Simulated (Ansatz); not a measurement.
# Calculated K-41 NMR of the central transition for K2Si3SnO9

Cell: a Materials Project structure (computed, not necessarily an observed phase), atoms as given.

Space group P6_3/m (No. 176); a = 6.9685, c = 10.1707 Å, γ = 120.00°.

```
site  Wyckoff  site symmetry       x       y       z
   K       4f            3..  0.6667  0.3333  0.5568
  Si       6h            m..  0.7459  0.1287  0.2500
  Sn       2b           -3..  0.0000  0.0000  0.5000
 O13      12i              1  0.2367  0.9812  0.8864
 O25       6h            m..  0.0861  0.5987  0.7500
```

One atom of each set is listed.

Method: Kohn–Sham DFT in Ansatz, PBE, plane waves and PAW, scalar-relativistic, 420 eV cutoff, Γ-centred 4×4×3 k-points, Fermi–Dirac smearing 0.02 eV.

K-41 has I = 3/2 and Q = 73.40 mb (Pyykkö 2018); at 11.7 T its Larmor frequency is ν₀ = 12.8 MHz. Only the quadrupole interaction is simulated: positions count from each site's isotropic chemical shift, and shift anisotropy, dipolar and J coupling are left out.

Simulated pattern of one K site (static powder, Gaussian broadening 8 kHz):

(offset (kHz), height): (-170.3, 0), (-163.3, 4), (-156.3, 67), (-149.3, 100), (-142.3, 64), (-135.3, 50), (-128.3, 42), (-121.3, 38), (-114.3, 35), (-107.3, 33), (-100.3, 31), (-93.3, 29), (-86.3, 29), (-79.3, 27), (-72.3, 27), (-65.3, 26), (-58.3, 26), (-51.3, 25), (-44.3, 25), (-37.3, 25), (-30.3, 24), (-23.3, 25), (-16.3, 24), (-9.3, 25), (-2.3, 23), (4.7, 19), (11.7, 19), (18.7, 20), (25.7, 21), (32.7, 22), (39.7, 23), (46.7, 25), (53.7, 27), (60.7, 30), (67.7, 35), (74.7, 45), (81.7, 71), (88.7, 47), (95.7, 3), (102.7, 0)

(1) Which |C_Q| and η does the pattern imply?

Results:

(1) The pattern spans 241 kHz before broadening and its centre of gravity is at -46.4 kHz, which fixes P_Q; the places of the horns and steps fix η. That gives P_Q = 4.87 MHz, |C_Q| = 4.87 MHz and η = 0.00. The sign of C_Q can't be read from the pattern.

An axis of threefold or higher order runs through K, so V_zz lies along it and η is zero.

With ν_Q/ν₀ up to 0.19, terms beyond second order are no longer negligible.
